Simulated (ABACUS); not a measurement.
A self-consistent single point of W (C2/m, 1 atom in the cell; from Materials Project mp-91, changed as shown).

```xyz
1
Lattice="-1.5858 1.5858 1.5858 1.5858 -1.5858 1.5858 1.5699 1.5699 -1.5699" Properties=species:S:1:pos:R:3 pbc="T T T"
W      0.0000     0.0000     0.0000
```

All values come from this method and carry its errors: PBE, numerical atomic orbitals DZP (confined pseudo-atomic orbitals with Gaussian additions; energy shift 0.01 Ry), PseudoDojo 0.5 standard norm-conserving PBE (tails mended) pseudopotentials in ABACUS.

ABACUS settings:

- basis: DZP numerical atomic orbitals, energy shift 0.01 Ry
- KPT: Gamma 12 12 12 0 0 0
- basis_type: lcao
- ecutwfc: 100 Ry
- smearing_method: fd
- smearing_sigma: 0.00999582 Ry
- potentials: PseudoDojo 0.5 standard norm-conserving PBE (tails mended)
- symmetry: 1
- symmetry_prec: 1e-05
- ks_solver: genelpa
- scf_nmax: 100
- scf_thr: 1.0e-06
- mixing_type: broyden

Results:

- Number of valence electrons = 14
- Number of bands = 17
- Number of k-points after the program's reduction = 476
- Size of the basis = 26
- Number of SCF iterations = 6
- Free energy E − TS = -2063.9297 eV
- Fermi level (on the code's own zero) = 22.63 eV
- Pressure = 10.10 GPa

Stress (GPa, positive for compression):
```
10.67   1.47  -0.77
 1.47  10.67  -0.77
-0.77  -0.77   8.97
```

For comparison: a first run was changed to give this one (lattice vector c scaled by 0.99), and from it to this one the free energy rises by 9.7 meV/atom and the pressure goes from 6.69 to 10.10 GPa.

The atom-centred basis is finite, which shifts total energies and pressures against plane waves. The structure comes from a collection of computed structures, made at another level of theory; the collection holds predicted forms beside known ones. Its lattice was then scaled. No clean gap shows at this smearing width and mesh (spacing up to 0.24 Å⁻¹); the mesh is coarse for partly filled bands, so the values carry mesh errors.

Cost on one core: about 18 core-seconds (a rough figure).

The atomic orbitals were generated for these runs; they are not ABACUS's published sets and were checked against plane waves on a few crystals only.

“Tails mended”: in these copies of the files the far tail of each local potential was reset to the Coulomb form.
